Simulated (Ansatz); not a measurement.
## Sb-121 NMR of the central transition in Cs6AlSb3

Cell: a structure deposited in the COD, taken as it stands.

Space group P2_1/m (No. 11); a = 10.8446, b = 6.5069, c = 12.7074 Å, β = 100.95°.

| site | Wyckoff | site symmetry | x | y | z |
| --- | --- | --- | --- | --- | --- |
| Cs1 | 2e | m | 0.6186 | 0.2500 | 0.1741 |
| Cs3 | 2e | m | 0.2549 | 0.2500 | 0.2831 |
| Cs5 | 2e | m | 0.9576 | 0.2500 | 0.4230 |
| Cs7 | 2e | m | 0.5988 | 0.2500 | 0.8657 |
| Cs9 | 2e | m | 0.6316 | 0.2500 | 0.5190 |
| Cs11 | 2e | m | 0.9475 | 0.2500 | 0.0518 |
| Al | 2e | m | 0.8244 | 0.7500 | 0.2209 |
| Sb15 | 2e | m | 0.6883 | 0.7500 | 0.3753 |
| Sb17 | 2e | m | 0.0701 | 0.7500 | 0.2679 |
| Sb19 | 2e | m | 0.7126 | 0.7500 | 0.0188 |

One atom of each set is listed.

All values are calculated (Ansatz; DFT, PBE, plane waves and PAW (field gradients read without the response of the frozen cores, which leaves them typically 4 to 6 % off), scalar-relativistic, 420 eV cutoff, Γ-centred 3×5×3 k-points, Fermi–Dirac smearing 0.02 eV), not measured.

Sb-121 has I = 5/2 and Q = -543.0 mb (Pyykkö 2018); at 11.7 T its Larmor frequency is ν₀ = 120.0 MHz (from the bare nuclear moment; shielding lowers the observed one by a per cent or two). Only the quadrupole interaction is simulated: positions count from each site's isotropic chemical shift, and shift anisotropy, dipolar and J coupling are left out.

Problem. What does the Sb-121 spectrum (static powder) show for each site?

Solution. 

| site | first shell | C_Q (MHz) | η | P_Q (MHz) | δ_QIS (ppm) | breadth (kHz) |
| --- | --- | --- | --- | --- | --- | --- |
| Sb15 | 1 Al at 2.67 Å | -132 | 0.93 | 150 | -9358 | 8411 |
| Sb17 | 1 Al at 2.62 Å | 166 | 0.52 | 173 | -12544 | 10566 |
| Sb19 | 1 Al at 2.62 Å | 174 | 0.81 | 192 | -15324 | 13661 |

δ_QIS = −(ν_Q²/30ν₀²)[I(I+1) − 3/4](1 + η²/3) × 10⁶ ppm with ν_Q = 3|C_Q|/[2I(2I−1)]; it falls as 1/B₀² in ppm, and the breadth as 1/B₀ in kHz.

With ν_Q/ν₀ up to 0.22, terms beyond second order are no longer negligible.

Without spin–orbit coupling (the program notes it for Sb) the gradients can shift somewhat, as the gap is small.
